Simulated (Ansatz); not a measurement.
## CaGaAu: pressure against volume

A database entry relaxed whole under r2SCAN (Pnma):

```
CELL_PARAMETERS angstrom
7.28368 0.00000 0.00000
0.00000 4.53816 0.00000
0.00000 0.00000 7.69653
ATOMIC_POSITIONS crystal
Ca 0.00614 0.25000 0.70007
Ca 0.49386 0.75000 0.20007
Ca 0.50614 0.25000 0.79993
Ca 0.99386 0.75000 0.29993
Ga 0.18087 0.25000 0.08052
Ga 0.31913 0.75000 0.58052
Ga 0.68087 0.25000 0.41948
Ga 0.81913 0.75000 0.91948
Au 0.29492 0.25000 0.40753
Au 0.20508 0.75000 0.90753
Au 0.79492 0.25000 0.09247
Au 0.70508 0.75000 0.59247
```

The cell was scaled uniformly, its shape held, and the atoms relaxed at each volume with plane-wave PAW DFT (Ansatz 0.2.0; r2SCAN, 500 eV, 5×8×5 Γ-centred mesh, fermi-dirac occupations of width 0.100 eV; no spin, no spin-orbit coupling). One row is withheld.

```json
{"volume (Å³/atom)": "19.928", "energy over the lowest (meV/atom)": "19.4", "pressure (GPa)": "5.26"}
{"volume (Å³/atom)": "20.352", "energy over the lowest (meV/atom)": "8.2", "pressure (GPa)": "3.31"}
{"volume (Å³/atom)": "20.776", "energy over the lowest (meV/atom)": "2.0", "pressure (GPa)": "1.57"}
{"volume (Å³/atom)": "21.200", "energy over the lowest (meV/atom)": "0.0", "pressure (GPa)": "0.02"}
{"volume (Å³/atom)": "21.624", "energy over the lowest (meV/atom)": "1.9", "pressure (GPa)": "-1.35"}
{"volume (Å³/atom)": "22.048", "energy over the lowest (meV/atom)": "?", "pressure (GPa)": "?"}
{"volume (Å³/atom)": "22.472", "energy over the lowest (meV/atom)": "15.6", "pressure (GPa)": "-3.65"}
```

Fit the pressures of the other rows to the third-order Birch-Murnaghan form.

With f = [(V₀/V)^(2/3) − 1]/2 and P = 3B₀f(1 + 2f)^(5/2)[1 + 3(B₀′ − 4)f/2], least squares gives V₀ = 21.21 Å³ an atom, B₀ = 72.7 GPa and B₀′ = 4.9; the rows miss the fit by less than 0.01 GPa. The slope of the energies differs from these pressures by 0.06 GPa, since they are taken to zero smearing while pressures follow the free energy.

What does the withheld row hold?

The fit gives -2.57 GPa at 22.048 Å³; the run gave -2.57 GPa and 7.2 meV an atom.

Caveats: the shape of the cell was held, so B₀ is an upper bound where the axes differ in stiffness; 0 K, fixed nuclei; the symmetry was kept, and this need not be the phase that is stable at 0 K; one mesh for all volumes; every run is gapless at this level; pressure is positive in compression.
